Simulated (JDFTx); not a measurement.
Reference run:

Co(0001) slab cut from bulk Co (space group P6_3/mmc, indices of the conventional cell, lattice of the Materials Project entry mp-54, not re-optimised): 4 atoms in 4 planes, a 1x1 cell of 5.29 Å² (|a| = 2.472, |b| = 2.472 Å), 6.0 Å between the outermost planes, cell height 22.0 Å, 12×12×1 k mesh, Fermi smearing 0.004 Ha, spin-polarised from a ferromagnetic start.

The reference is PBE, GBRV ultrasoft potentials, plane waves to 20/100 Ha; code: a modified build of JDFTx. Unrelaxed; liquid: linear PCM (GLSSA13), water, 1 M NaF. Potentials refer to SHE, placed 4.44 V below the bulk liquid's zero by convention.

Settings tried: 10/50 Ha; 12/60 Ha; 15/75 Ha; 20/100 Ha; 25/125 Ha.

Question: Which is the cheapest setting from which the work function and U_pzc both stay within 0.03 (eV, V) of the last one?

Answer: 15/75 Ha, at roughly 0.5 of the last row's time. Over the whole series the work function spans 0.98 eV and U_pzc 0.29 V.

| plane-wave cutoffs | work function (eV) | U_pzc (V) | mean C below U_pzc (μF/cm²) | k states × plane waves | cycles, vacuum run | rough core time, vacuum run |
|---|---|---|---|---|---|---|
| 10/50 Ha | 6.00 | 0.58 | 16 over 0.5 V | 38 × 1186 | 33 | 8 min |
| 12/60 Ha | 5.26 | 0.37 | 15 over 0.5 V | 38 × 1560 | 28 | 8 min |
| 15/75 Ha | 5.04 | 0.30 | 15 over 0.5 V | 38 × 2178 | 32 | 9 min |
| 20/100 Ha | 5.02 | 0.30 | 15 over 0.5 V | 38 × 3355 | 31 | 10 min |
| 25/125 Ha | 5.02 | 0.30 | 15 over 0.5 V | 38 × 4690 | 31 | 20 min |

Core times come from shared machines and are rough, one run each.
